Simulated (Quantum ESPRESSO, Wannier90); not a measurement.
## Wannier functions of CdS (zinc blende)

Materials Project entry mp-2469; symmetrised, unrelaxed at this level. COD (Crystallography Open Database) has the formula in 2 space groups, this one among them (matched by group alone). Method: PBEsol plane waves in Quantum ESPRESSO 7.5 (PseudoDojo norm-conserving files, 82 Ry, no spin polarisation, no spin-orbit coupling), Bloch states on a 10×10×10 mesh through Γ, Wannier90 4.0.1. Density: 10×10×10 mesh, Gaussian smearing 0.01 Ry.

On the energy scale of pw.x, whose zero is arbitrary, the valence-band maximum lies at 6.49 eV.

Input w.win:

```
num_bands = 16
num_wann = 7
exclude_bands = 1-10
num_iter = 800
conv_tol = 1.0e-6
conv_window = 4
dis_num_iter = 1000
dis_conv_tol = 1.0e-6
dis_froz_max = 8.94
write_hr = true
write_u_matrices = true
begin projections
f=0.01245,-0.00915,0.00307: s;p
f=-0.26024,-0.25051,-0.23670: p
end projections
begin unit_cell_cart
ang
    0.0000000000    2.9429550000    2.9429550000
    2.9429550000    0.0000000000    2.9429550000
    2.9429550000    2.9429550000    0.0000000000
end unit_cell_cart
begin atoms_frac
Cd   0.0000000000  0.0000000000  0.0000000000
S   -0.2500000000 -0.2500000000 -0.2500000000
end atoms_frac
mp_grid = 10 10 10
begin kpoints
0.0000000000 0.0000000000 0.0000000000
0.0000000000 0.0000000000 0.1000000000
0.0000000000 0.0000000000 0.2000000000
... (997 more lines: the 10x10x10 mesh through Gamma)
end kpoints
```

Input of pw2wannier90.x that gives the overlap and projection files (equivalent; here they were cut from one run over all bands):

```
&inputpp
  outdir = './out'
  prefix = 'pwscf'
  seedname = 'w'
  write_amn = .true.
  write_mmn = .true.
/
```

Output w.wout (banner and timings cut):

```
                                    ------
                                    SYSTEM
                                    ------

                              Lattice Vectors (Ang)
                    a_1     0.000000   2.942955   2.942955
                    a_2     2.942955   0.000000   2.942955
                    a_3     2.942955   2.942955   0.000000

                   Unit Cell Volume:      50.97777  (Ang^3)

                        Reciprocal-Space Vectors (Ang^-1)
                    b_1    -1.067496   1.067496   1.067496
                    b_2     1.067496  -1.067496   1.067496
                    b_3     1.067496   1.067496  -1.067496

 *----------------------------------------------------------------------------*
 |   Site       Fractional Coordinate          Cartesian Coordinate (Ang)     |
 +----------------------------------------------------------------------------+
 | cd   1   0.00000   0.00000   0.00000   |    0.00000   0.00000   0.00000    |
 | s    1  -0.25000  -0.25000  -0.25000   |   -1.47148  -1.47148  -1.47148    |
 *----------------------------------------------------------------------------*
                                ------------
                                K-POINT GRID
                                ------------

             Grid size = 10 x 10 x 10      Total points = 1000

 *---------------------------------- MAIN ------------------------------------*
 |  Number of Wannier Functions               :                 7             |
 |  Number of Objective Wannier Functions     :                 7             |
 |  Number of input Bloch states              :                16             |
 |  Output verbosity (1=low, 5=high)          :                 1             |
 |  Timing Level (1=low, 5=high)              :                 1             |
 |  Optimisation (0=memory, 3=speed)          :                 3             |
 |  Length Unit                               :               Ang             |
 |  Post-processing setup (write *.nnkp)      :                 F             |
 |  Using Gamma-only branch of algorithms     :                 F             |
 *----------------------------------------------------------------------------*
 *------------------------------- WANNIERISE ---------------------------------*
 |  Total number of iterations                :               800             |
 |  Number of CG steps before reset           :                 5             |
 |  Trial step length for line search         :             2.000             |
 |  Convergence tolerence                     :         0.100E-05             |
 |  Convergence window                        :                 4             |
 |  Iterations between writing output         :                 1             |
 |  Iterations between backing up to disk     :               100             |
 |  Write r^2_nm to file                      :                 F             |
 |  Write xyz WF centres to file              :                 F             |
 |  Write on-site energies <0n|H|0n> to file  :                 F             |
 |  Use guiding centre to control phases      :                 F             |
 |  Use phases for initial projections        :                 F             |
 *----------------------------------------------------------------------------*
 *------------------------------- DISENTANGLE --------------------------------*
 |  Using band disentanglement                :                 T             |
 |  Total number of iterations                :              1000             |
 |  Mixing ratio                              :             0.500             |
 |  Convergence tolerence                     :         1.000E-06             |
 |  Convergence window                        :                 3             |
 *----------------------------------------------------------------------------*
 *-------------------------------- PLOTTING ----------------------------------*
 |  Plotting Hamiltonian in WF basis          :                 T             |
 *----------------------------------------------------------------------------*

       ... (k-mesh section left out)

 Starting a new Wannier90 calculation ...

 Reading overlaps from w.mmn

 Reading projections from w.amn

 *------------------------------- DISENTANGLE --------------------------------*
 +----------------------------------------------------------------------------+
 |                              Energy  Windows                               |
 |                              ---------------                               |
 |                   Outer:    2.18863  to   28.83886  (eV)                   |
 |                   Inner:    2.18863  to    8.94000  (eV)                   |
 +----------------------------------------------------------------------------+
   Number of target bands to extract:    7

                   Unitarised projection of Wannier functions
                   ------------------------------------------
   A_mn = <psi_m|g_n> --> S = A.A^+ --> U = S^-1/2.A
   In dis_project... done
   Using an inner window (linner = T)
   In dis_proj_froz... done

                   Extraction of optimally-connected subspace
                   ------------------------------------------
 +---------------------------------------------------------------------+<-- DIS
 |  Iter     Omega_I(i-1)      Omega_I(i)      Delta (frac.)           |<-- DIS
 +---------------------------------------------------------------------+<-- DIS
       1      13.99605486      13.32049471       5.072E-02    <-- DIS
       2      13.56318402      13.11380582       3.427E-02    <-- DIS
       3      13.31061366      12.96697466       2.650E-02    <-- DIS
       4      13.11434183      12.85139668       2.046E-02    <-- DIS
       5      12.96193308      12.75715964       1.605E-02    <-- DIS
       6      12.84140751      12.67844273       1.285E-02    <-- DIS
       ... (lines left out)
      97      11.93993397      11.93992272       9.424E-07    <-- DIS
      98      11.93959285      11.93958540       6.247E-07    <-- DIS
      99      11.93926401      11.93925993       3.412E-07    <-- DIS

             <<<      Delta < 1.000E-06  over  3 iterations     >>>
             <<< Disentanglement convergence criteria satisfied >>>

        Final Omega_I    11.93925993 (Ang^2)

 +----------------------------------------------------------------------------+

 Writing checkpoint file w.chk... done

 *------------------------------- WANNIERISE ---------------------------------*
 +--------------------------------------------------------------------+<-- CONV
 | Iter  Delta Spread     RMS Gradient      Spread (Ang^2)            |<-- CONV
 +--------------------------------------------------------------------+<-- CONV

 ------------------------------------------------------------------------------
 Initial State
  WF centre and spread    1  ( -0.006159,  0.011524,  0.003847 )     2.66347032
  WF centre and spread    2  (  0.004551,  0.001539,  0.006506 )     2.92995928
  WF centre and spread    3  ( -0.007091,  0.002513, -0.004713 )     2.93224101
  WF centre and spread    4  (  0.004353, -0.012927, -0.002925 )     2.93539093
  WF centre and spread    5  ( -1.464119, -1.470743, -1.476679 )     1.63400536
  WF centre and spread    6  ( -1.465081, -1.470472, -1.477369 )     1.63436957
  WF centre and spread    7  ( -1.464108, -1.471210, -1.477457 )     1.63418945
  Sum of centres and spreads ( -4.397654, -4.409775, -4.428789 )    16.36362591

      0     0.164E+02     0.0000000000       16.3636259106  <-- CONV
        O_D=      0.0071125 O_OD=      4.4172535 O_TOT=     16.3636259 <-- SPRD
 ------------------------------------------------------------------------------
      1    -0.219E-01     0.0682898729       16.3417641091  <-- CONV
        O_D=      0.0071033 O_OD=      4.3954009 O_TOT=     16.3417641 <-- SPRD
      2    -0.267E-01     0.0885885157       16.3150265130  <-- CONV
        O_D=      0.0072297 O_OD=      4.3685369 O_TOT=     16.3150265 <-- SPRD
      3    -0.197E-01     0.0909599217       16.2953654942  <-- CONV
        O_D=      0.0071876 O_OD=      4.3489179 O_TOT=     16.2953655 <-- SPRD
      4    -0.148E-01     0.0741814214       16.2806079203  <-- CONV
        O_D=      0.0069524 O_OD=      4.3343956 O_TOT=     16.2806079 <-- SPRD
      5    -0.989E-02     0.0648355259       16.2707189229  <-- CONV
        O_D=      0.0067746 O_OD=      4.3246844 O_TOT=     16.2707189 <-- SPRD
       ... (lines left out)
    100    -0.131E-01     0.0716802008       14.3686707856  <-- CONV
        O_D=      0.0073447 O_OD=      2.4220661 O_TOT=     14.3686708 <-- SPRD
       ... (lines left out)
    200    -0.362E-02     0.0366551806       13.5410347733  <-- CONV
        O_D=      0.0068738 O_OD=      1.5949010 O_TOT=     13.5410348 <-- SPRD
       ... (lines left out)
    300    -0.345E-04     0.0038623999       13.4457923969  <-- CONV
        O_D=      0.0066333 O_OD=      1.4998991 O_TOT=     13.4457924 <-- SPRD
       ... (lines left out)
    376    -0.736E-06     0.0005446225       13.4451048339  <-- CONV
        O_D=      0.0066256 O_OD=      1.4992193 O_TOT=     13.4451048 <-- SPRD
    377    -0.614E-06     0.0004735988       13.4451042203  <-- CONV
        O_D=      0.0066255 O_OD=      1.4992188 O_TOT=     13.4451042 <-- SPRD
    378    -0.651E-06     0.0004355698       13.4451035694  <-- CONV
        O_D=      0.0066255 O_OD=      1.4992181 O_TOT=     13.4451036 <-- SPRD
             <<<     Delta < 1.000E-06  over  4 iterations     >>>
             <<< Wannierisation convergence criteria satisfied >>>
 Final State
  WF centre and spread    1  ( -0.492482,  0.492178, -0.491532 )     2.15147461
  WF centre and spread    2  (  0.490535,  0.492872,  0.492898 )     2.14996389
  WF centre and spread    3  ( -0.491420, -0.491917,  0.490640 )     2.15144361
  WF centre and spread    4  (  0.493572, -0.491581, -0.493014 )     2.14843813
  WF centre and spread    5  ( -1.466190, -1.470750, -1.476139 )     1.61425447
  WF centre and spread    6  ( -1.465847, -1.470461, -1.475619 )     1.61454150
  WF centre and spread    7  ( -1.466184, -1.470067, -1.475738 )     1.61498736
  Sum of centres and spreads ( -4.398018, -4.409724, -4.428504 )    13.44510357

         Spreads (Ang^2)       Omega I      =    11.939259933
        ================       Omega D      =     0.006625537
                               Omega OD     =     1.499218100
    Final Spread (Ang^2)       Omega Total  =    13.445103569
```
